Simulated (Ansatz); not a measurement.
BP in space group P6_3/mmc (No. 194; B on 2c, P on 2d), DFT-r²SCAN+D4 in the program Ansatz with PAW potentials, all energies at zero smearing, with the estimated change up to a 700 eV cutoff added, with one set of potentials and settings (totals compare only within such a set). Cell of 4 atoms (2 B, 2 P): -1832.118 eV.

```csv
element,reference phase,E (eV/atom)
B,"R-3m, 12 atoms in the cell",-156.6449
P,"Cmce, 4 atoms in the cell",-759.3057
```

Formation energy per atom, worked out: (-1832.118 − 2×(-156.6449) − 2×(-759.3057))/4 = -0.054 eV/atom (-5 kJ per mol of atoms), at 0 K, without zero-point energy or fitted corrections.

The start of the workflow was typed in or built on a structure type; neither database checked (COD, Materials Project) lists it. It is not the phase usual at ambient conditions (space group No. 216). Symmetry was held in the r²SCAN+D4 relaxation; whether a distortion lowers the energy is not shown. The references are the lowest solids computed at this level, not always the standard phases.

Potentials: the earlier of the program's two PAW sets.
